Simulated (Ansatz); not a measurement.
**What settings do to one calculation: In started on a Mg site next to a K vacancy in cubic perovskite KMgF3, 39 atoms, charge 0**

Ansatz (PAW, plane waves), atoms fixed. The base input:

```yaml
crystal:
  lattice:
    - [7.982544, 0.000000, 0.000000]
    - [0.000000, 7.982544, 0.000000]
    - [0.000000, 0.000000, 7.982544]
  atoms:
    - { symbol: K, position: [0.994756, 0.991355, 0.502374] }
    - { symbol: K, position: [0.002434, 0.493115, 0.008603] }
    - { symbol: K, position: [0.987683, 0.503256, 0.498301] }
    - { symbol: K, position: [0.506027, 0.999545, 0.000737] }
    - { symbol: K, position: [0.505866, 0.999379, 0.501845] }
    - { symbol: K, position: [0.505577, 0.503113, 0.004364] }
    - { symbol: K, position: [0.510202, 0.496069, 0.500332] }
    - { symbol: In, position: [0.254276, 0.254708, 0.253444] }
    - { symbol: Mg, position: [0.248618, 0.245419, 0.747271] }
    - { symbol: Mg, position: [0.252518, 0.741816, 0.249683] }
    - { symbol: Mg, position: [0.259744, 0.746742, 0.747599] }
    - { symbol: Mg, position: [0.748378, 0.250955, 0.261725] }
    - { symbol: Mg, position: [0.748368, 0.251773, 0.742124] }
    - { symbol: Mg, position: [0.752155, 0.744252, 0.254169] }
    - { symbol: Mg, position: [0.749761, 0.745954, 0.753250] }
    - { symbol: F, position: [0.244499, 0.253772, 0.996782] }
    - { symbol: F, position: [0.254866, 0.251577, 0.499709] }
    - { symbol: F, position: [0.252540, 0.749243, 0.996308] }
    - { symbol: F, position: [0.253106, 0.745534, 0.503804] }
    - { symbol: F, position: [0.759623, 0.254305, 0.999548] }
    - { symbol: F, position: [0.753316, 0.257195, 0.500238] }
    - { symbol: F, position: [0.750111, 0.760419, 0.002864] }
    - { symbol: F, position: [0.743634, 0.748571, 0.503298] }
    - { symbol: F, position: [0.993633, 0.255378, 0.258948] }
    - { symbol: F, position: [0.009807, 0.253682, 0.754068] }
    - { symbol: F, position: [0.002220, 0.757967, 0.255159] }
    - { symbol: F, position: [0.003900, 0.750706, 0.756148] }
    - { symbol: F, position: [0.488783, 0.254189, 0.247257] }
    - { symbol: F, position: [0.508581, 0.259830, 0.744820] }
    - { symbol: F, position: [0.504509, 0.753558, 0.245358] }
    - { symbol: F, position: [0.506269, 0.743879, 0.747055] }
    - { symbol: F, position: [0.258191, 0.999610, 0.244574] }
    - { symbol: F, position: [0.247357, 0.000744, 0.745474] }
    - { symbol: F, position: [0.246090, 0.499649, 0.255728] }
    - { symbol: F, position: [0.245732, 0.505143, 0.745819] }
    - { symbol: F, position: [0.747977, 0.999320, 0.247798] }
    - { symbol: F, position: [0.742405, 0.003237, 0.748287] }
    - { symbol: F, position: [0.743262, 0.502262, 0.249830] }
    - { symbol: F, position: [0.740098, 0.504614, 0.745198] }
  symmetry: { detect: false }
kpoints:
  mp_grid: { grid: [1, 1, 1], shift: [0.25, 0.25, 0.25] }
hamiltonian:
  xc: pbesol
scf:
  occupations: { method: fermi_dirac, width: 0.01 }
output:
  forces: true
  eigenvalues: true
  stress: true
  populations: true
  eigenstates: { kpoints: [[0.25, 0.25, 0.25]], e_range: [-6.0, 6.0], localisation: true }
```

Command:

```sh
ansatz run in.yaml --threads 8 --pin off --max-ram 13300MiB --runs-dir r --events-out ev --progress --plain
```

It converged in 8 iterations and 5.1 s of wall time on 8 threads of a Platinum 8488C processor, on a host shared with other runs; peak host memory 1.1 GiB; largest force component 4.31 eV/Å, pressure 2.68 GPa. The cutoff was the default, 420 eV. The base isn't a converged reference: it has few k points, and its atoms are unrelaxed. Each run below changes the keys shown and caps the iterations.

```
run                                                         changed     ending  iterations  free energy less the base (meV per atom)  rms change of forces (eV/Å)  change of pressure (GPa)  wall time (s, shared host)
  1     accuracy low (cutoff and grids as in the base), max_iter 50  converged           8                                       0.0                        0.000                      0.00                     2.9 CPU
  2                            mixing beta 0.6, xc lda, max_iter 70  converged           9                                other zero                        0.067                     -4.66                     2.3 CPU
  3                              mixing algorithm msr1, max_iter 80  converged           8                                       0.0                        0.000                      0.00                     2.4 CPU
  4                                     dispersion d4, max_iter 100  converged           8                                other zero                        0.001                     -0.65                     2.3 CPU
  5                      occupations methfessel_paxton, max_iter 60  converged           8                                       0.0                        0.000                      0.00                     1.9 CPU
  6  ecutrho_ratio 8, xc pbe, mixing algorithm broyden, max_iter 80  converged           7                                other zero                        0.091                      3.52                     2.1 CPU
```

«Other zero»: another functional, charge or dispersion term moves the zero of energy, so the difference says nothing of accuracy.

Which changes leave the result alone, and which of the same physical model moves the forces most?

The forces move by under 0.002 eV/Å in runs 1, 3, 5. Among the runs with the same functional, charge and dispersion term, none moves them by over 0.01 eV/Å.
